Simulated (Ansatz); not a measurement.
Total density of states per atom from PBEsol in the plane-wave PAW code Ansatz, in 0.25 eV bins, energy from the Fermi level:

(E (eV), states/eV/atom): (-7.85, 0.38); (-7.60, 0.39); (-7.35, 0.41); (-7.10, 0.45); (-6.85, 0.46); (-6.60, 0.43); (-6.35, 0.40); (-6.10, 0.34); (-5.85, 0.29); (-5.60, 0.25); (-5.35, 0.22); (-5.10, 0.20); (-4.85, 0.19); (-4.60, 0.24); (-4.35, 0.29); (-4.10, 0.32); (-3.85, 0.35); (-3.60, 0.38); (-3.35, 0.41); (-3.10, 0.45); (-2.85, 0.44); (-2.60, 0.45); (-2.35, 0.48); (-2.10, 0.55); (-1.85, 0.62); (-1.60, 0.61); (-1.35, 0.60); (-1.10, 0.59); (-0.85, 0.51); (-0.60, 0.47); (-0.35, 0.48); (-0.10, 0.49); (0.15, 0.49); (0.40, 0.50); (0.65, 0.51); (0.90, 0.51); (1.15, 0.51); (1.40, 0.52); (1.65, 0.52); (1.90, 0.53); (2.15, 0.52); (2.40, 0.53); (2.65, 0.55); (2.90, 0.54); (3.15, 0.60); (3.40, 0.68); (3.65, 0.69); (3.90, 0.68); (4.15, 0.71); (4.40, 0.72); (4.65, 0.70)

Task: Pick the material that matches.
A) CoSn, P6/mmm (Co on 3f, Sn on 1a, Sn on 2d)
B) Sn, simple hexagonal
C) Ce, fcc (Cu type)
D) Ni3Sn2S2, R-3m (Sn on 3b, S on 6c, Sn on 3a, Ni on 9e)

Result: B, Sn, simple hexagonal. Within 0.5 eV of the Fermi level: Sn 5p 81 %, Sn 5s 17 %. Projections are on Löwdin-orthogonalised atomic valence shells; empty p or d shells of many metals are not among them.

The start of the workflow was typed in or built on a structure type; neither database checked (COD, Materials Project) lists it. It is not the phase usual at ambient conditions (space group No. 141). Symmetry was held in the PBEsol relaxation; whether a distortion lowers the energy is not shown. Spin–orbit coupling is left out wherever it is not named.

Potentials: the later of the program's two PAW sets.
